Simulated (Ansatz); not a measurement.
Level of theory: Ansatz, DFT PBE, scalar-relativistic, plane waves, PAW. Settings: cutoff 420 eV, Γ-centred meshes spaced at most about 0.3 Å⁻¹, and about 0.25 Å⁻¹ or finer for metals (2π included), Gaussian smearing. No spin polarisation in the final relaxations.

These are static total energies at zero pressure.

Two forms of Ga2SnTe2 were relaxed alike.

A.

Space group P4/mmm (No. 123). a = 5.528 Å, b = 5.528 Å, c = 4.738 Å, α = 90.00°, β = 90.00°, γ = 90.00°
| atom | site | symmetry | x | y | z |
| --- | --- | --- | --- | --- | --- |
| Ga | 2h | 4mm | 0.5000 | 0.5000 | 0.7501 |
| Sn | 1a | 4/mmm | 0.0000 | 0.0000 | 0.0000 |
| Te | 2e | mmm. | 0.5000 | 0.0000 | 0.5000 |

B.

Space group P-3m1 (No. 164). a = 4.014 Å, b = 4.014 Å, c = 11.999 Å, α = 90.00°, β = 90.00°, γ = 120.00°
| atom | site | symmetry | x | y | z |
| --- | --- | --- | --- | --- | --- |
| Ga | 2c | 3m. | 0.0000 | 0.0000 | 0.2764 |
| Sn | 1b | -3m. | 0.0000 | 0.0000 | 0.5000 |
| Te | 2d | 3m. | 0.3333 | 0.6667 | 0.1659 |

Question: Which form is favoured at zero pressure, and by what margin per atom?

Answer: B is lower, by 191 meV/atom. A has space group P4/mmm (No. 123), 29.0 Å³/atom and no gap on its mesh; B has space group P-3m1 (No. 164), 33.5 Å³/atom and no gap. Counting Te atoms around Ga and Sn (those within 1.25 times the shortest such distance or 1.15 times the sum of covalent radii; the shortest distance is added where it is long for a bond), A has Ga 4, Sn 8 from 3.6 Å and B has Ga 3, Sn 6 from 4.6 Å. In A, Ga has 2 Ga at 2.37 Å, 4 Te at 3.01 Å and 4 Sn at 4.08 Å; around Sn lie 8 Te at 3.64 Å and 8 Ga at 4.08 Å; Te has 4 Ga at 3.01 Å and 4 Sn at 3.64 Å. In B, around Ga lie 3 Te at 2.67 Å and 1 Sn at 2.68 Å; Sn has 2 Ga at 2.68 Å; around Te lie 3 Ga at 2.67 Å. Both come from invented guesses.

No dispersion correction is applied, so the spacing and binding between layers, chains or molecules are poorly described (P-3m1), and this can change margins and order among such cells. These runs have no spin–orbit coupling, which can matter for Te. Cells relaxed within their symmetry can be saddle points.
